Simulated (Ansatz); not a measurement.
This cell of GaN (wurtzite) is off equilibrium:

```yaml
crystal:
  lattice:
    - [3.21838, 0.00000, 0.00000]
    - [-1.60919, 2.78720, 0.00000]
    - [0.00000, 0.00000, 5.24320]
  atoms:
    - { symbol: Ga, position: [0.66667, 0.33333, 0.00096] }
    - { symbol: Ga, position: [0.35819, 0.66667, 0.50096] }
    - { symbol: N, position: [0.66667, 0.33333, 0.62424] }
    - { symbol: N, position: [0.33333, 0.66667, 0.12424] }
```

The numbers are results of PBE (plane waves to 420 eV, PAW, scalar-relativistic; Ansatz, a quantum-chemistry and plane-wave program), not measurements. k mesh 10×10×5 (Γ-centred), Fermi-Dirac smearing 0.05 eV. E stands for the smeared free energy. Compression counts positive. GaN was relaxed with its symmetry unable to fall.

Task: What forces act on the atoms (eV/Å, Cartesian)?

Result: 
```json
[
 {"atom": "Ga1", "Fx": "0.029", "Fy": "-0.004", "Fz": "-0.005"},
 {"atom": "Ga2", "Fx": "-0.982", "Fy": "0.132", "Fz": "-0.088"},
 {"atom": "N3", "Fx": "0.868", "Fy": "-0.131", "Fz": "0.078"},
 {"atom": "N4", "Fx": "0.085", "Fy": "0.003", "Fz": "0.015"}
]
```

Task: What is the stress tensor (GPa)?

Result: 
```
   0.63    -1.92     1.31
  -1.92     0.23    -0.28
   1.31    -0.28     0.09
```
The pressure, a third of the trace, is 0.32 GPa.

Task: In it atom 2 sits (0.080, 0.000, 0.000) Å away from its relaxed site. What is its energy relative to the relaxed cell?

Result: 39.1 meV/cell.

(A displaced cell: forces are minus the slopes of the energy, force constants its curvatures, and phonons follow from these.)
